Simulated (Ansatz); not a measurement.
NiTe (NiAs type)

```xyz
4
Lattice="3.9729 0.0000 0.0000 -1.9865 3.4406 0.0000 0.0000 0.0000 5.1754" Properties=species:S:1:pos:R:3 pbc="T T T"
Ni     0.0000     0.0000     0.0000
Ni     0.0000     0.0000     2.5877
Te     0.0000     2.2938     1.2938
Te     1.9865     1.1469     3.8815
```

This relaxed cell (volume V₀) is scaled evenly in all directions, its shape held. Symmetry pins the atoms to their sites.

Method: PBEsol (plane waves to 420 eV, PAW, scalar-relativistic; Ansatz, an electronic-structure program). k mesh 14×14×9 (Γ-centred), Fermi-Dirac smearing 0.05 eV. The energy includes the smearing's −TS. Stress and pressure are positive under compression. With the shape held, the modulus is that of even scaling; a crystal free to change shape is softer. NiTe is run without spin polarisation. NiTe was relaxed with its symmetry unable to fall. Spin-orbit coupling is left out, though Te is heavy. ΔE is measured from the relaxed starting cell. The last digit holds for this mesh only.

| V (Å³/atom) | ΔE (meV/atom) |
|---|---|
| 14.856 | 236.4 |
| 15.564 | 121.5 |
| 16.271 | 49.5 |
| 16.979 | 11.4 |
| 17.686 | 0.0 |
| 18.393 | 9.7 |
| 19.101 | withheld |
| 19.808 | 75.6 |
| 20.516 | 125.4 |

Problem. Fit a third-order Birch-Murnaghan form (E₀, V₀, B₀, B₀′ free) to the given rows and predict ΔE at V = 19.101.

Solution. Least squares on the 8 given rows: ΔE = E₀ + (9V₀B₀/16)·y²·[2 + (B₀′ − 4)y], y = (V₀/V)^(2/3) − 1, with V₀ = 17.688 Å³/atom, B₀ = 118.8 GPa (160.2 GPa = 1 eV/Å³; the term in eV is multiplied by 1000), B₀′ = 4.87, E₀ = 0.03 meV/atom; root-mean-square residual 0.09 meV/atom. At 19.101 the fit gives 36.0 meV/atom; the calculation gives 36.1 meV/atom, so the interpolation is off by -0.1 (-0.3 %). For the pressure the fit gives -7.6 GPa against the computed -7.6 GPa.

(Under strain, the slope of the energy per volume gives the stress and its curvature an elastic modulus.)
